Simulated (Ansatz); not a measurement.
SnS (GeS type, space group Pnma)

```
SnS
1.0
   11.15496     0.00000     0.00000
    0.00000     3.99977     0.00000
    0.00000     0.00000     4.26144
Sn S
4 4
Cartesian
  6.89832   2.99983   2.60723
  9.83412   0.99994   0.47651
  4.25664   0.99994   1.65421
  1.32084   2.99983   3.78493
  3.93627   2.99983   4.15603
  1.64121   0.99994   2.02532
  7.21870   0.99994   0.10540
  9.51375   2.99983   2.23612
```

The slice is a (1 0 -1) plane (indices of the conventional cell) through the point (0.353, 0.750, 0.975) (fractional), spanned by u = [010] and v = [101] in vectors of this cell: u (4.00 Å) and v (11.94 Å, at 90° to u). It covers one period; positions are fractions (u, v).

Computed with PBE-D3(BJ) (plane waves to 420 eV, PAW, scalar-relativistic; Ansatz, a first-principles code). k mesh 3×8×8. These are valence fields of a PAW run, semicore shells included where kept as valence: close to a nucleus they are smooth pseudo fields. SnS was relaxed with its symmetry unable to fall.

Problem. Sketch the valence electron density on this plane as a map.

Solution. 
```
v \ u  0.00  0.12  0.25  0.38  0.50  0.62  0.75  0.88
-----  ----  ----  ----  ----  ----  ----  ----  ----
0.88   -0.5  -0.6  -1.0  -1.2  -1.3  -1.2  -1.0  -0.6
0.75    0.3  -0.1  -0.5  -0.6  -0.5  -0.6  -0.5  -0.1
0.62   -0.9  -1.0  -1.2  -1.4  -1.5  -1.4  -1.2  -1.0
0.50   -0.5   0.1  -0.3  -0.8  -1.1  -0.8  -0.3   0.1
0.38   -0.9  -1.0  -1.1  -1.1  -1.1  -1.1  -1.1  -1.0
0.25   -1.1  -1.1  -0.8  -0.4  -0.3  -0.4  -0.8  -1.1
0.12   -1.0  -1.1  -1.2  -1.2  -1.1  -1.2  -1.2  -1.1
0.00   -3.0   0.0  -0.3  -0.9  -1.2  -0.9  -0.3   0.0
```

Values: log₁₀ of the valence density in e/Å³. The scale is logarithmic, as a density can span decades between atoms and voids; values under 0.001 e/Å³ are set to 0.001.
